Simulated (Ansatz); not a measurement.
**LiNbO2: the gap under pressure**

LiNbO2, P6_3/mmc, a = 2.903 Å, c = 10.435 Å. The structure is a COD entry; whether it is the stable form wasn't checked. Ansatz: r2SCAN, PAW, 500 eV, Γ-centred 12×12×4 mesh on 8 atoms, Gaussian smearing 0.02 eV; no spin polarisation. Cell and atoms are relaxed at each pressure, and no other structure is tried, so the rows at high pressure may lie past a change of phase. The gap is sought over the whole zone. The pressures are the targets, met within 0.04 GPa.

| P (GPa) | gap y (eV) |
| --- | --- |
| -3.0 | 1.827 |
| 0.0 | ? |
| 3.0 | 1.860 |
| 8.0 | 1.884 |
| 15.0 | 1.915 |
| 30.0 | 1.974 |

Problem. Fit y = E0 + αP + βP² to the other rows and predict the missing gap.

Solution. Least squares on the rows shown. y = 1.8436 + 0.0052706 P − 3.0985×10⁻⁵ P². So α = 5.3 meV/GPa at zero pressure. At P = 0.0 the fit asked for gives 1.844 eV. The run gave 1.844 eV, the same to the digits shown.

Semilocal functionals give gaps under the measured ones; changes of the gap mostly carry over better.